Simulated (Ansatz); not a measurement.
# Carbon (diamond): adding exact exchange

Ansatz, plane waves with scalar-relativistic PAW, all at the PBE geometry (a = 3.572 Å) on a 8×8×8 mesh, smearing 0.1 eV.

| functional | gap on the mesh (eV) | rough cost against PBE |
| --- | --- | --- |
| PBE | 4.13 | 1× |
| HSE06 | 5.28 | 9× |

A gap read on a coarse mesh may be too large.
